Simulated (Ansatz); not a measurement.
## YbBi, relaxed from a PbO-type start to space group P4/mmm (read at 0.02 Å)

Level of theory: DFT, PBE+U (U_eff = 6 eV on Yb 4f), scalar-relativistic, collinear spin; plane waves to 420 eV with PAW datasets (Ansatz 0.2.0), 6×6×6 k-mesh, Gaussian smearing of 0.05 eV; PAW files: Ansatz's generated set soft_2.

```cif
data_structure
_symmetry_space_group_name_H-M 'P 1'
_symmetry_Int_Tables_number 1
_cell_length_a 5.3240
_cell_length_b 5.3240
_cell_length_c 4.4320
_cell_angle_alpha 90.000
_cell_angle_beta 90.000
_cell_angle_gamma 90.000
_cell_volume 125.62
loop_
_atom_site_label
_atom_site_type_symbol
_atom_site_fract_x
_atom_site_fract_y
_atom_site_fract_z
_atom_site_occupancy
Yb1 Yb 0.50000 0.00000 0.49966 1
Yb2 Yb 0.00000 0.50000 0.50034 1
Bi1 Bi 0.00000 0.00000 0.00000 1
Bi2 Bi 0.50000 0.50000 0.00000 1
```

The start was a prototype's sites filled with these elements, not a measured cell.

Magnetic state: non-magnetic, site spin moments none.

The cell above was scaled in volume, and shape and atoms were relaxed at each volume within its symmetry. Energies are counted from the cell above.

| V (Å³/atom) | ΔE (meV/atom) | P from the stress (GPa) |
| --- | --- | --- |
| 30.149 | 6.44 | 1.64 |
| 30.777 | 1.60 | 0.79 |
| 31.405 | 0.00 | 0.00 |
| 32.034 | 1.40 | -0.72 |
| 32.662 | 5.53 | -1.37 |
| 33.604 | 16.21 | -2.23 |
| 34.546 | 31.57 | -2.96 |

Problem. Do the energies and the pressures agree? Compare −ΔE/ΔV between neighbouring points (1 meV/Å³ = 0.1602 GPa) with the mean of their pressures.

Solution. 
```
interval (Å³/atom)  −ΔE/ΔV (GPa)  mean P (GPa)
    30.15 to 30.78           1.2           1.2
    30.78 to 31.41           0.4           0.4
    31.41 to 32.03          -0.4          -0.4
    32.03 to 32.66          -1.1          -1.0
    32.66 to 33.60          -1.8          -1.8
    33.60 to 34.55          -2.6          -2.6
```
They differ by 0.02 GPa at most.

Problem. What do the two routes give for V0, B0 and B0′?

Solution. A third-order Birch–Murnaghan fit of the energies: V0 = 31.41 Å³/atom, B0 = 38 GPa, B0′ = 4.1. A polynomial of P in ln V, with B = −dP/d ln V at P = 0: V0 = 31.41 Å³/atom, B0 = 38 GPa, B0′ = 3.5. B0′ isn't converged to its last digit.

B0·V0 = 38.0 GPa × 31.41 Å³ = 7.45 eV/atom sets the scale: near the minimum ΔE ≈ ½ B0 V0 x², with x = V/V0 − 1, and a pressure of 0.4 GPa squeezes the volume by about 1 %. At the ends of the curve: x = −4.0 % predicts 6.0 meV/atom and the run gives 6.4; x = +10.0 % predicts 37.1 meV/atom and the run gives 31.6. Compression costs more and expansion less than the parabola says, since the crystal stiffens as it shrinks; B0′ measures that.

These numbers lack spin–orbit coupling. The run wasn't fully tested for a lower electronic state. The run holds 1.0 f electrons more on Yb than the trivalent ion has, so it is divalent here. In such compounds it is trivalent as a rule, so this state is likely an artefact, and the extra f charge swells the ion. The run is a metal.
